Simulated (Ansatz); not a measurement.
NbP in space group I4_1md (No. 109; Nb on 4a, P on 4a) under volume change, the program Ansatz at the PBEsol level (PAW), shape and atoms relaxed at each volume.

| V (Å³/atom) | E − E(relaxed) (meV/atom) | P (GPa) |
|---|---|---|
| 14.157 | 92.5 | 22.93 |
| 14.624 | 39.0 | 14.10 |
| 15.090 | 9.2 | 6.51 |
| 15.557 | 0.0 | 0.00 |
| 16.024 | 8.3 | -5.58 |
| 16.491 | 31.7 | -10.35 |
| 16.957 | 68.0 | -14.43 |

Task: What does a third-order Birch–Murnaghan fit give for V₀, B₀ and B′?

Result: V₀ = 15.56 Å³/atom, B₀ = 200 GPa, B′ = 4.1.

The PBEsol relaxation kept the symmetry of its start. The run is not spin-polarised.

Potentials: the later of the program's two PAW sets.
